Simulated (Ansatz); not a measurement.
Input and command of a plane-wave DFT calculation in Ansatz:

```yaml
crystal:
  lattice:
    - [3.6699850995, 0.0, 0.1031265813]
    - [0.0, 3.8590866788, 0.0]
    - [0.1807808555, 0.0, 6.4334824007]
  atoms:
    - { symbol: Ta, position: [0.5, 0.0, 0.5] }
    - { symbol: Ta, position: [0.0, 0.0, 0.0] }
    - { symbol: O, position: [0.5, 0.5, 0.5] }
    - { symbol: O, position: [0.0, 0.0, 0.6792500371] }
    - { symbol: O, position: [0.0, 0.5, 0.0] }
    - { symbol: O, position: [0.5, 0.0, 0.0] }
    - { symbol: O, position: [0.0, 0.0, 0.3207499629] }
basis:
  ecutwfc: 420
kpoints:
  mp_grid: { grid: [10, 10, 6] }
hamiltonian:
  xc: pbesol
scf:
  occupations: { method: gaussian, width: 0.03 }
output:
  forces: true
  stress: true
  eigenvalues: true
```

```bash
ansatz run input.yaml --threads 2 --pin off --max-ram 5120MiB --backend cpu --events-out ev --progress --plain --runs-dir out
```

Processor: Intel(R) Xeon(R) 6975P-C (Granite Rapids), 2 threads, on a host shared with other jobs.

Estimate time, memory and problem size.

About 9.6 s on 2 threads of Intel(R) Xeon(R) 6975P-C (Granite Rapids) (shared host), peak memory 0.71 GiB. It solves 35 bands at 192 k points (the mesh reduced by symmetry) with about 1777 plane waves, in 9 SCF iterations.
